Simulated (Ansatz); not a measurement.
MgCu2:
```yaml
crystal:
  lattice:
    - [0.00000, 3.47947, 3.47947]
    - [3.47947, 0.00000, 3.47947]
    - [3.47947, 3.47947, 0.00000]
  atoms:
    - { symbol: Mg, position: [0.50000, 0.50000, 0.50000] }
    - { symbol: Mg, position: [0.75000, 0.75000, 0.75000] }
    - { symbol: Cu, position: [0.12500, 0.12500, 0.12500] }
    - { symbol: Cu, position: [0.62500, 0.12500, 0.12500] }
    - { symbol: Cu, position: [0.12500, 0.12500, 0.62500] }
    - { symbol: Cu, position: [0.12500, 0.62500, 0.12500] }
```

Relaxed with r²SCAN.

**Question.** Map the electron localisation function on the plane through (0.500, 0.500, 0.500) spanned by u = [1, 0, 0] and v = [-1, 1, 1] in lattice vectors, from r²SCAN (plane waves, PAW; program Ansatz).

**Answer.** x is the fraction of u, y of v (the angle between them is 90°; rows are the nearest grid lines); atoms in the plane: Mg at (0.00, 0.00), Mg at (0.50, 0.25), Cu at (0.25, 0.62), Cu at (0.75, 0.62).
```
|12440013443333334431004421|
|44410034433322333443001444|
|33100134333222233344100133|
|00013444433222233444431000|
|22233333333333333333333222|
|33321111123344332111112333|
|33211111112344321111111233|
|22112454321122112345421122|
|21123798521122112589732112|
|21124899621122112699842112|
|32112465321122112356421123|
|43211111111233211111111234|
|44321111112333321111112344|
|33333333333322333333333333|
|22333444431000013444433322|
|22233443000122100034433222|
|22333442002444420024433322|
|33334430024311342003443333|
|33444430024322341003444433|
|22233431001344310013433222|
|00012332100011000123321000|
|33100133332111123333100133|
|44410023444333344432001444|
|12440013443333334431004421|
```
Scale: ten equal steps from 0.038 (start of '0') to 0.870 (end of '9'), in the order '0123456789'; x runs from 0.000 to 1.00, y from 0.000 (bottom) to 1.00 (top).

The density is the valence pseudo-density with augmentation charge, so density and ELF within about 1 Å of a nucleus are not all-electron values.

Space group Fd-3m (cubic Laves (MgCu2 type)). The workflow started from an entry of the Crystallography Open Database (COD). Whether it is the stable phase at ambient conditions was not checked. Symmetry was held in the r²SCAN relaxation; its stability against distortions is not shown here. The run is not spin-polarised.

Potentials: the later of the program's two PAW sets.
